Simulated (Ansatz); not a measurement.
Mg (A15 (β-W type), Pm-3n) at seven volumes, DFT-r²SCAN in the program Ansatz with PAW potentials, scaled uniformly. One row is withheld.

```
V (Å³/atom)  P (GPa)
-----------  -------
20.984          4.21
21.676          2.60
22.368          1.20
23.059          0.00
23.751             ?
24.443         -1.94
25.135         -2.72
```

Q: Fit the shown pressures and predict the withheld one.

A: Third-order Birch–Murnaghan: P = (3/2)B₀(x^(7/2) − x^(5/2))[1 + (3/4)(B′ − 4)(x − 1)] with x = (V₀/V)^(2/3). Least squares on the six rows gives V₀ = 23.059 Å³/atom, B₀ = 37.25 GPa, B′ = 3.85. At V = 23.751, x = 0.9805 and P = -1.04 GPa. The run itself gave -1.04 GPa.

The start of the workflow was typed in or built on a structure type; neither database checked (COD, Materials Project) lists it. It is not the phase usual at ambient conditions (space group No. 194). The r²SCAN relaxation kept the symmetry of its start; its stability against distortions is not shown here.

Potentials: the later of the program's two PAW sets.
